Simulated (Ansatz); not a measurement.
**GdInPt4 with magnetization, scf.max_iter changed**

Level of theory: PBEsol, collinear spin, scalar-relativistic; Ansatz, plane waves to 420 eV (PAW set soft_2), k-mesh 3×3×3. These are the settings of the reference run.

Cell:

```
cell
1.0
     7.5553    0.0000    0.0000
     0.0000   -7.5553    0.0000
     0.0000    0.0000   -7.5553
Gd In Pt
4 4 16
Direct
  0.5000 0.5000 0.0000
  0.0000 0.0000 0.0000
  0.0000 0.5000 0.5000
  0.5000 0.0000 0.5000
  0.2500 0.2500 0.2500
  0.7500 0.7500 0.2500
  0.7500 0.2500 0.7500
  0.2500 0.7500 0.7500
  0.3754 0.8754 0.1246
  0.8754 0.3754 0.1246
  0.8754 0.8754 0.6246
  0.3754 0.3754 0.6246
  0.3754 0.1246 0.8754
  0.8754 0.6246 0.8754
  0.8754 0.1246 0.3754
  0.3754 0.6246 0.3754
  0.6246 0.8754 0.8754
  0.1246 0.3754 0.8754
  0.1246 0.8754 0.3754
  0.6246 0.3754 0.3754
  0.6246 0.1246 0.1246
  0.1246 0.6246 0.1246
  0.1246 0.1246 0.6246
  0.6246 0.6246 0.6246
```

The reference run of this cell is solved again as a single point with these keys changed:

| key | reference run | changed run |
| --- | --- | --- |
| magnetization | {spin_polarized: true} | {spin_polarized: true, initial_magnetization: 7} |
| scf.max_iter | not typed | 100 |

Problem. How does the changed run end?

Solution. 

| quantity | reference run | changed run |
| --- | --- | --- |
| energy, changed less reference (meV an atom) | 0 | 0.0 |
| pressure (GPa) | 0.1 | 0.1 |
| largest force (eV/Å) | 0.01 | 0.01 |
| gap on the mesh (eV) | 0.00 | 0.00 |
| moment of the cell (μB) | 28.19 | 28.19 |

The results hardly move, so the changed setting does no harm here. It took 21 iterations.

Caveats: the reference run: Gd without a U keeps its half-filled shell, but its 4f levels lie too near the Fermi level; the reference run: open f or d shells may hold a state above the lowest; a single point, atoms not relaxed again.
